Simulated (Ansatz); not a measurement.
HfO2 (tetragonal-ZrO2 type, space group P4_2/nmc)

```
HfO2
1.0
    7.20885     0.00000     0.00000
    0.00000     3.60443     0.00000
    0.00000     0.00000     5.26427
Hf O
4 8
Direct
  0.00000   0.00000   0.00000
  0.50000   0.00000   0.00000
  0.25000   0.50000   0.50000
  0.75000   0.50000   0.50000
  0.00000   0.50000   0.19324
  0.50000   0.50000   0.19324
  0.00000   0.50000   0.69324
  0.50000   0.50000   0.69324
  0.25000   0.00000   0.30676
  0.75000   0.00000   0.30676
  0.25000   0.00000   0.80676
  0.75000   0.00000   0.80676
```

The atoms are displaced by Q × the pattern below (from a DFPT mode at X = (0.5, 0.0, 0.0), largest move 1; Q in Å), at fixed cell. It is one choice among 2 degenerate patterns. (q is in reciprocal vectors of the primitive cell; the cell shown is doubled to hold the pattern.)

```
atom      x       y      z
----  -----  ------  -----
Hf1   0.000   0.046  0.000
Hf2   0.000  -0.046  0.000
Hf3   0.000  -0.010  0.000
Hf4   0.000   0.010  0.000
O5    0.000  -1.000  0.000
O6    0.000   1.000  0.000
O7    0.000   0.055  0.000
O8    0.000  -0.055  0.000
O9    0.000   0.228  0.000
O10   0.000  -0.228  0.000
O11   0.000  -0.013  0.000
O12   0.000   0.013  0.000
```

Computed with PBE (plane waves to 420 eV, PAW, scalar-relativistic; Ansatz, a first-principles code). k mesh 5×9×6 (Γ-centred), Fermi-Dirac smearing 0.05 eV. E stands for the smeared free energy. HfO2 is run without spin polarisation. HfO2 was relaxed with its symmetry unable to fall. Spin-orbit coupling is left out, though Hf is heavy. This is a high-temperature form of HfO2. ΔE is measured from the undisplaced structure.

```csv
Q (Å),ΔE (meV/cell)
-0.1000,205.1
-0.0833,142.0
-0.0667,withheld
-0.0500,50.9
-0.0333,22.6
-0.0167,5.6
0.0000,0.0
0.0167,5.6
0.0333,22.6
0.0500,50.9
0.0667,withheld
0.0833,142.0
0.1000,205.1
```

### Question
Fit an even polynomial form (powers 2, 4) to the given rows and predict ΔE at Q = -0.0667.

### Answer
Least squares on the 11 given rows: ΔE = (20340)·Q² + (17480)·Q⁴, in meV/cell with Q in Å; root-mean-square residual 0.05 meV/cell. At -0.0667 the fit gives 90.8 meV/cell; the calculation gives 90.7 meV/cell, so the interpolation is off by 0.1 (+0.1 %). The quadratic term alone would give 90.5 meV/cell.

(For displaced atoms, the force is minus the slope of the energy, and its curvature is a force constant, which sets phonon frequencies.)
